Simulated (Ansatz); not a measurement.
# CrTe₂: energy against total moment

Level of theory: Ansatz 0.2.0, DFT PBEsol, scalar-relativistic, plane waves, PAW.

```yaml
crystal:
  lattice:
    - [3.86326, 0.00000, 0.00000]
    - [-1.93163, 3.34568, 0.00000]
    - [0.00000, 0.00000, 6.19955]
  atoms:
    - { symbol: Cr, position: [0.00000, 0.00000, 0.50000] }
    - { symbol: Te, position: [0.33333, 0.66667, 0.25212] }
    - { symbol: Te, position: [0.66667, 0.33333, 0.74788] }
```

The plane-wave cutoff is 420 eV, the Γ-centred k-mesh is 12×12×8 and the occupation rule is Gaussian smearing, 0.1 eV.

The total moment of the cell is held at each value, at fixed atoms.

Site moments are spin moments in atom-centred spheres that scale with the neighbour distance.

```
held moment (μB/cell) E above lowest (meV/atom) P (GPa) site moments (μB)
                 0.00                      292.5     -8.2           none over 0.05
                 0.50                      266.7     -7.7  Cr +0.78, Te -0.09 (×2)
                 1.00                      208.8     -6.8  Cr +1.52, Te -0.18 (×2)
                 1.50                      124.3     -5.5  Cr +2.10, Te -0.22 (×2)
                 2.00                          ?        ?                        ?
                 2.50                        0.0     -3.8  Cr +2.72, Te -0.14 (×2)
                 3.00                       28.7     -3.2  Cr +2.86, Te -0.05 (×2)
                 3.50                          ?        ?                        ?
                 4.00                          ?        ?                        ?
```

(1) Fill in the withheld rows.

Results:

(1) The withheld rows:

```csv
held moment (μB/cell),E above lowest (meV/atom),P (GPa),site moments (μB)
2.00,32.4,-4.1,"Cr +2.55, Te -0.22 (×2)"
3.50,104.5,-2.2,Cr +2.97
4.00,216.1,-0.9,"Cr +3.05, Te +0.16 (×2)"
```

Cost: 9 runs of about 4.6 core-minutes in all, on AMD EPYC 7B13 (Zen 3) (shared hosts).